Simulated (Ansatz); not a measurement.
SnO₂:
```xyz
6
Lattice="3.5573 0.0000 0.0000 0.0000 3.5573 0.0000 0.0000 0.0000 5.4003" Properties=species:S:1:pos:R:3 pbc="T T T"
Sn     0.0000     0.0000     0.0000
Sn     1.7786     1.7786     2.7002
O      0.0000     1.7786     0.9834
O      0.0000     1.7786     3.6836
O      1.7786     0.0000     1.7167
O      1.7786     0.0000     4.4169
```

PBEsol in the plane-wave PAW code Ansatz gives a gap of 0.94 eV without spin–orbit coupling, maximum at M, minimum at Γ.

Q: What happens when spin–orbit coupling is switched on?

A: The gap hardly moves, to 0.94 eV; maximum at M, minimum at Γ.

Q: Give the electron effective mass with spin–orbit coupling.

A: 0.14, 0.14, 0.17 mₑ (principal values).

Space group P4_2/nmc. The cell is a constructed one: a structure type filled with these elements; neither database checked (COD, Materials Project) lists it. It is not the phase usual at ambient conditions (space group No. 136). Symmetry was held in the PBEsol relaxation. At this level the phase is dynamically unstable (imaginary phonons).

Potentials: the earlier of the program's two PAW sets. The files were generated under PBE; for other functionals the program regenerates the frozen cores, and for LDA and PBEsol the local potential too.
